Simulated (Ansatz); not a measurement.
Given:

ZnSnN2:
```yaml
crystal:
  lattice:
    - [1.56897, 0.90584, 5.08113]
    - [-1.56897, 0.90584, 5.08113]
    - [0.00000, -1.81169, 5.08113]
  atoms:
    - { symbol: Sn, position: [0.00000, 0.00000, 0.00000] }
    - { symbol: Zn, position: [0.50000, 0.50000, 0.50000] }
    - { symbol: N, position: [0.25236, 0.25236, 0.25236] }
    - { symbol: N, position: [0.74764, 0.74764, 0.74764] }
```

This is the LDA-relaxed structure.

All from LDA in the plane-wave PAW code Ansatz, unless another level is named. Predict the highest zone-centre frequency (without LO–TO term).

563 cm⁻¹.

What about the bulk modulus (Birch–Murnaghan fit)?

196 GPa.

Space group R-3m. The cell is a constructed one: a structure type filled with these elements; neither database checked (COD, Materials Project) lists it. Its standing as an ambient phase is unchecked. Symmetry was held in the LDA relaxation; its stability against distortions is not shown here. Spin–orbit coupling is left out wherever it is not named.

Potentials: the later of the program's two PAW sets.
